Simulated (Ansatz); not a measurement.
Data:

YC₂:
Space group I4/mmm (No. 139); a = 3.589 Å, b = 3.589 Å, c = 6.114 Å, α = 90.00°, β = 90.00°, γ = 90.00°

| atom | site | symmetry | x | y | z |
|---|---|---|---|---|---|
| Y | 2a | 4/mmm | 0.0000 | 0.0000 | 0.0000 |
| C | 4e | 4mm | 0.0000 | 0.0000 | 0.3945 |
(The calculation used a cell of 3 atoms; values per cell refer to that cell.)

This is the LDA-relaxed structure.

**Question.** All from plane-wave PAW LDA (Ansatz code), unless another level is named. Give the electronic character.

**Answer.** metallic (no gap).

**Question.** Give the formation energy from the elements (no fitted shifts).

**Answer.** -0.22 eV/atom.

**Question.** What about the density of states at the Fermi level?

**Answer.** 0.25 states/eV per atom (mean over ±0.08 eV).

The workflow started from an entry of the Crystallography Open Database (COD). Whether it is the stable phase at ambient conditions was not checked. The cell was relaxed with LDA under the symmetry of its start; of distortions, only those at the zone centre were tested. The run is not spin-polarised. The references are the lowest solids computed at this level, not always the standard phases. Scalar-relativistic: spin–orbit coupling is off unless named, which matters more the heavier the elements.

Potentials: the later of the program's two PAW sets.
